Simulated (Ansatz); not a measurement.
The relaxed structure here is a generated cell of ZrO2: the first start was made by placing the elements on the sites of a structure type, and the end was not matched to a known phase here, so it may be hypothetical. Known forms of ZrO2 include space group No. 14, 137, 225.

A relaxed structure of ZrO2. Space group Pa-3 (No. 205). Method: PBE (plane waves to 420 eV, PAW, scalar-relativistic; Ansatz, a program for electronic structure).

Space group Pa-3 (No. 205); a = b = c = 5.2249 Å, α = β = γ = 90.00°

```json
[
 {"atom": "Zr", "site": "4a", "symmetry": ".-3.", "x": "0.0000", "y": "0.0000", "z": "0.0000"},
 {"atom": "O", "site": "8c", "symmetry": ".3.", "x": "0.3274", "y": "0.3274", "z": "0.3274"}
]
```

For ZrO2, the volume per atom comes out as 11.89 Å³. The band gap is 3.28 eV, indirect (valence top at k = (0, 0, 0.2), conduction bottom at R) (no spin-orbit coupling), the smallest direct gap is 3.91 eV at Γ and the shortest distances is O–Zr 2.13 Å; O–O 2.73 Å. The k-mesh is 5×5×5.

Band energies at high-symmetry points (eV from the VBM; labels of this space group; no spin-orbit coupling), from −5 eV up to 5.0 eV:

```json
[
 {"point": "Γ", "energies": "-4.89 -4.89 -4.89 -4.43 -4.43 -4.43 -3.05 -3.05 -2.48 -2.48 -2.48 -2.05 -2.05 -1.87 -1.54 -1.54 -1.54 -0.56 -0.56 -0.56 -0.07 -0.05 -0.05 -0.05 3.86 3.86 3.86 4.16 4.16 4.39 4.65 4.65 4.65"},
 {"point": "X", "energies": "-4.18 -4.18 -3.99 -3.99 -3.69 -3.69 -3.38 -3.38 -3.01 -3.01 -2.80 -2.80 -2.78 -2.78 -1.58 -1.58 -1.31 -1.31 -0.56 -0.56 -0.47 -0.47 -0.19 -0.19 4.43 4.43 4.48 4.48 4.50 4.50 4.51 4.51"},
 {"point": "M", "energies": "-3.93 -3.93 -3.93 -3.93 -3.59 -3.59 -3.59 -3.59 -2.73 -2.73 -2.73 -2.73 -2.07 -2.07 -2.07 -2.07 -1.19 -1.19 -1.19 -1.19 -0.65 -0.65 -0.65 -0.65 4.01 4.01 4.01 4.01 4.72 4.72 4.72 4.72"},
 {"point": "R", "energies": "-4.23 -4.23 -4.23 -4.23 -3.80 -3.80 -3.80 -3.80 -2.30 -2.30 -2.30 -2.30 -1.38 -1.38 -1.38 -1.38 -1.32 -1.32 -1.32 -1.32 -0.90 -0.90 -0.90 -0.90 3.28 3.28 3.28 3.28 4.28 4.28 4.28 4.28"},
 {"point": "X1", "energies": "-4.18 -4.18 -3.99 -3.99 -3.69 -3.69 -3.38 -3.38 -3.01 -3.01 -2.80 -2.80 -2.78 -2.78 -1.58 -1.58 -1.31 -1.31 -0.56 -0.56 -0.47 -0.47 -0.19 -0.19 4.43 4.43 4.48 4.48 4.50 4.50 4.51 4.51"}
]
```

No spin polarisation in the result.

The run could not lose the symmetry of its start, so the end can be a saddle point.
